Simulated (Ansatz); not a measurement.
In2GaP3 as one 6-atom ordering (P3m1) on the zincblende lattice, relaxed with r2SCAN. Space group P3m1 (No. 156), trigonal; a = 4.071 Å, c = 10.000 Å in the conventional setting, 23.92 Å³ an atom. Ga has 4 P at 2.36–2.46 Å; In has 4 P at 2.52–2.56 Å; In has 4 P at 2.52–2.54 Å; P has 3 Ga at 2.46 Å and 1 In at 2.56 Å; P has 4 In at 2.52–2.54 Å; P has 1 Ga at 2.36 Å and 3 In at 2.52 Å.

The questions ask for values computed with Ansatz 0.2.0 on this geometry. The calculation is non-magnetic, and the structure need not be a phase that has been made.

Q: Is there a gap with PBE, and of what kind?

A: PBE gives a direct gap of 0.56 eV at Γ.

Q: Estimate the gap with PBE+SOC on 12×12×4.

A: With PBE+SOC the gap is 0.53 eV and direct, at Γ. The gap differs by -0.03 eV from PBE's.

Q: Estimate the gap with r2SCAN on 12×12×4.

A: With r2SCAN the gap is 0.95 eV and direct, at Γ. The gap differs by +0.39 eV from PBE's.

Q: Estimate the gap with HSE06 on 6×6×2.

A: With HSE06 the gap is 1.35 eV and direct, at Γ. The gap differs by +0.79 eV from PBE's.

Q: How does the gap change from PBE to PBE0 (6×6×2)?

A: With PBE0 the gap is 1.96 eV and direct, at Γ. The gap differs by +1.40 eV from PBE's.

Q: Roughly how does the cost of the PBE0 run (6×6×2) compare with r2SCAN's (12×12×4)?

A: About 5 times as much (7 core-minutes against 90 core-seconds, on 4 threads of Arm Neoverse V2, on a shared host).

Only the levels marked +SOC include spin-orbit coupling.

The meshes of the hybrids are coarse, so their gaps aren't converged to the digits shown.
